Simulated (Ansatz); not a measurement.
Here is the system:

MgO:
```cif
data_Mg2O2
_chemical_formula_sum 'Mg2 O2'
_space_group_name_H-M_alt 'P 1'
_space_group_IT_number 1
_cell_length_a 3.30273
_cell_length_b 3.30273
_cell_length_c 5.02073
_cell_angle_alpha 90.000
_cell_angle_beta 90.000
_cell_angle_gamma 120.000
loop_
_space_group_symop_operation_xyz
  'x, y, z'
loop_
_atom_site_label
_atom_site_type_symbol
_atom_site_fract_x
_atom_site_fract_y
_atom_site_fract_z
_atom_site_occupancy
Mg1 Mg 0.33333 0.66667 0.00374 1
Mg2 Mg 0.66667 0.33333 0.50374 1
O1 O 0.33333 0.66667 0.40086 1
O2 O 0.66667 0.33333 0.90086 1
```

This is the PBEsol-relaxed structure.

Problem. All from plane-wave PAW PBEsol (Ansatz code), unless another level is named. Give the Young's modulus.

Solution. 110 GPa.

Problem. Predict the vibrational entropy at 300 K.

Solution. 15.3 J/(K·mol of atoms).

Space group P6_3mc (wurtzite). The workflow started from a Materials Project entry (that database holds measured and hypothetical structures alike); the Crystallography Open Database copy checked does not list it. It is not the phase usual at ambient conditions (space group No. 225). The cell was relaxed with PBEsol under the symmetry of its start; phonons on a q-mesh show no instability.

Potentials: the later of the program's two PAW sets.
